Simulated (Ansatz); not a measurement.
The relaxed structure here is a generated cell of Mg3Sb2: the first start was made by placing the elements on the sites of a structure type, and the end was not matched to a known phase here, so it may be hypothetical. Known forms of Mg3Sb2 include space group No. 164.

One stationary structure of Mg₃Sb₂. All values below come from r2SCAN (plane waves to 500 eV, PAW, scalar-relativistic; Ansatz, a quantum-chemistry and plane-wave program).

```
CELL_PARAMETERS angstrom
      3.68059     2.12499     5.86955
     -3.68059     2.12499     5.86955
      0.00000    -4.24998     5.86955
ATOMIC_POSITIONS crystal
  Sb 0.37518 0.37518 0.37518
  Sb 0.12482 0.12482 0.12482
  Sb 0.62482 0.62482 0.62482
  Sb 0.87518 0.87518 0.87518
  Mg 0.51485 0.98515 0.25000
  Mg 0.25000 0.51485 0.98515
  Mg 0.98515 0.25000 0.51485
  Mg 0.48515 0.01485 0.75000
  Mg 0.75000 0.48515 0.01485
  Mg 0.01485 0.75000 0.48515
```

Find the space group and the Wyckoff positions (tolerance 0.01 Å).

Space group R-3c, hexagonal axes (No. 167); a = 7.361 Å, b = 7.361 Å, c = 17.609 Å, α = 90.00°, β = 90.00°, γ = 120.00°

```
atom  site  symmetry       x       y       z
----  ----  --------  ------  ------  ------
Sb     12c        3.  0.0000  0.0000  0.1248
Mg     18e        .2  0.2649  0.2649  0.7500
```

This is the anti-corundum type.

Give the shortest distances between elements (the closest pairs, up to four, under 3.6 Å).

Mg–Sb 2.84 Å; Mg–Mg 3.38 Å.

* **Volume per atom**: 27.54 Å³
* **Band gap**: 0.39 eV, direct at Γ (no spin-orbit coupling)

No spin polarisation in the result. Without spin-orbit coupling the bands of the heavy element are not split, so the gap can be far off.

The run could not lose the symmetry of its start, so the end can be a saddle point.
